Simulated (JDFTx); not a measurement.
Mo(110) slab cut from bulk Mo (space group Im-3m, indices of the conventional cell, lattice of the Materials Project entry mp-129, not re-optimised): 5 atoms in 5 planes, a (1×1) cell of 7.09 Å² (|a| = 3.168, |b| = 2.743 Å), 8.8 Å between the outermost planes, cell height 28.0 Å, 10×10×1 k mesh, Fermi smearing 0.01 Ha, no spin polarisation.

Adsorbate: NH on both faces at 1.00 monolayer, started hollow and relaxed in vacuum, keeping the symmetry of the start.

Level of theory: PBE, GBRV ultrasoft potentials, plane waves to 20/100 Ha; code: a modified build of JDFTx. The adsorption energy per NH is [E(slab + 2 NH) − E(slab)]/2 − (E(NH3) − E(H2)), with the gas molecules relaxed at the same level and slab energies taken as (E + F)/2, the usual estimate of zero smearing. In reaction energies these potentials put H₂ about 0.03 eV too high against large-basis PBE. Energies are static: no zero-point or thermal terms. Both faces are alike, and the cell allows no reconstruction beyond its size.

**Question.** Predict the adsorption energy and the geometry, and the change of the work function.

**Answer.** -0.74 eV. N sits 1.22 Å above the highest substrate atom, bound to 3 Mo at 2.01 Å; N–H is 1.03 Å. The work function goes from 4.61 to 2.39 eV. In CANDLE, water, 1 M NaF, at zero charge, the adsorption energy is -0.75 eV and the potential of zero charge moves from -0.20 to -2.36 V vs SHE (4.44 V convention).
